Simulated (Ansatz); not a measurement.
# Computed properties of Rh

Rh:
```
CELL_PARAMETERS angstrom
      2.68098     0.00000     0.00000
     -1.34049     2.32180     0.00000
      0.00000     0.00000     8.74767
ATOMIC_POSITIONS crystal
  Rh 0.00000 0.00000 0.00000
  Rh 0.00000 0.00000 0.50000
  Rh 0.33333 0.66667 0.25000
  Rh 0.66667 0.33333 0.75000
```

Space group P6_3/mmc (No. 194), dhcp (α-La type); conventional cell a = b = 2.681 Å, c = 8.748 Å, α = β = 90.00°, γ = 120.00°.

Method: r²SCAN+D4 in the plane-wave PAW code Ansatz. Geometry: relaxed at this level of theory. Other levels are named where they apply.

**Cell and energy**

```json
{
 "volume_per_atom": "13.61 Å³",
 "density": "12.55 g/cm³"
}
```

**Electronic structure**

```json
{
  "electronic_character": "metallic (no gap)",
  "Density of states at the Fermi level": "1.4 states/eV per atom (mean over ±0.08 eV)"
}
```

**Mechanics**

```json
{
 "Bulk modulus (Birch–Murnaghan fit)": "2900 kbar",
 "Pressure derivative B′": "5.1",
 "Elastic constants (relaxed ions, GPa)": "C11 = 509, C12 = 187, C13 = 172, C33 = 531, C44 = 119",
 "mechanical_stability": "stable (all eigenvalues of C positive)",
 "hill_bulk_and_shear_moduli": "290 and 146 GPa",
 "Young's modulus": "374 GPa",
 "Poisson's ratio": "0.29",
 "debye_temperature_from_the_elastic_constants": "473 K"
}
```

The workflow started from a Materials Project entry (that database holds measured and hypothetical structures alike); the Crystallography Open Database copy checked does not list it. It is not the phase usual at ambient conditions (space group No. 225). The cell was relaxed with r²SCAN+D4 under the symmetry of its start; its stability against distortions is not shown here. The run is not spin-polarised. The pairwise dispersion correction was not fitted to metals. As this level gives no gap, shear constants depend on the k-mesh and smearing (Fermi–Dirac, 0.1 eV here). Axis ratios of metals converge slowly with the k-mesh, so a and c are less sure than the volume. On the denser mesh and wider smearing of the elastic run this cell carries a stress of 0.4 GPa. Spin–orbit coupling is left out wherever it is not named.

Potentials: the later of the program's two PAW sets.
